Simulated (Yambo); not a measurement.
A G0W0@PBE run in Yambo for InP (zinc blende, space group F-43m, No. 216) under isotropic strain of -3 % on all lattice vectors (4×4×4 Γ-centred k mesh, bands 5 to 225 and a 15 Ry block in the screening, 225 bands in G with the Bruneval-Gonze terminator, plasmon pole fitted at 27.2 eV) gives these matrix elements, in eV, at the band edges (Γ → Γ):

```json
[
 {"state": "valence edge", "E0": "0.000", "<Vxc>": "-13.321", "<Σx>": "-15.172", "<Σc(E0)>": "0.836", "Z": "0.787"},
 {"state": "conduction edge", "E0": "1.149", "<Vxc>": "-11.670", "<Σx>": "-7.495", "<Σc(E0)>": "-4.192", "Z": "0.799"}
]
```

Problem. Solve the linearised quasiparticle equation for both states, give the gap, and say how exchange and correlation each act on it.

Solution. E = E0 + Z(Σx + Σc − Vxc). Valence: 0.000 + 0.787 × (-15.172 + (0.836) − (-13.321)) = -0.80 eV. Conduction: 1.149 + 0.799 × (-7.495 + (-4.192) − (-11.670)) = 1.13 eV. The gap is 1.93 eV, against 1.15 eV in PBE. Replacing Vxc by bare exchange alone would open it by 6.03 eV; correlation takes back 5.03 eV of that, and Z scales what is left. Convergence of the G0W0 settings was not tested. Spin-orbit splittings are left out.

Geometry strained from the cell relaxed with PBEsol, atoms relaxed again; primitive cell a = b = c = 4.034 Å, α = β = γ = 60.00°.

The potentials are those of PseudoDojo's stringent table.
